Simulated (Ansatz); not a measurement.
BN:
```
CELL_PARAMETERS angstrom
      0.00000     1.80485     1.80485
      1.80485     0.00000     1.80485
      1.80485     1.80485     0.00000
ATOMIC_POSITIONS crystal
  N  0.75000 0.75000 0.75000
  B  0.00000 0.00000 0.00000
```

Relaxed with r²SCAN.

**Question.** Give the Bader charges and basin volumes of the independent atoms, r²SCAN in the plane-wave PAW code Ansatz.

**Answer.** 

```tsv
atom	Bader charge (e)	Bader volume (Å³)
N1	-2.26	10.3
B2	+2.26	1.5
```

Space group F-43m (zinc blende). The cell was relaxed with r²SCAN under the symmetry of its start.

Potentials: the later of the program's two PAW sets.
